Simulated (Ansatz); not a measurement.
Here is the system:

Y(AlSi)$_{2}$ (space group P-3m1)

```cif
data_Al2Si2Y
_chemical_formula_sum 'Y1 Al2 Si2'
_space_group_name_H-M_alt 'P-3m1'
_space_group_IT_number 164
_space_group_name_Hall '-P 3 2"'
_cell_length_a 4.17029
_cell_length_b 4.17029
_cell_length_c 6.51056
_cell_angle_alpha 90.000
_cell_angle_beta 90.000
_cell_angle_gamma 120.000
loop_
_atom_site_label
_atom_site_type_symbol
_atom_site_symmetry_multiplicity
_atom_site_Wyckoff_symbol
_atom_site_fract_x
_atom_site_fract_y
_atom_site_fract_z
_atom_site_occupancy
Y1 Y 1 a 0.00000 0.00000 0.00000 1
Al1 Al 2 d 0.66667 0.33333 0.35513 1
Si1 Si 2 d 0.33333 0.66667 0.25724 1
```

The volume is varied about the relaxed value V₀ at fixed cell shape. The atoms relax within the cell's symmetry.

Calculation: PBEsol (plane waves to 420 eV, PAW, scalar-relativistic; Ansatz, a first-principles code). k mesh 13×13×7 (Γ-centred), Fermi-Dirac smearing 0.05 eV. E stands for the smeared free energy. Stress and pressure are positive under compression. With the shape held, the modulus is that of even scaling; a crystal free to change shape is softer. Y(AlSi)2 is run without spin polarisation. Y(AlSi)2 was relaxed with its symmetry unable to fall. ΔE is measured from the relaxed starting cell.

The scan covers V/V₀ from 0.940 to 1.060 in 13 points.

Problem. What is ΔE at V/V₀ = 0.940?

Solution. 20 meV/atom.

Problem. What is ΔE at V/V₀ = 1.060?

Solution. 17 meV/atom.

Problem. What pressure does the cell carry at V/V₀ = 0.940?

Solution. 5.9 GPa.

(A scan under strain: stresses follow from slopes of the energy per volume, elastic moduli from its curvatures.)
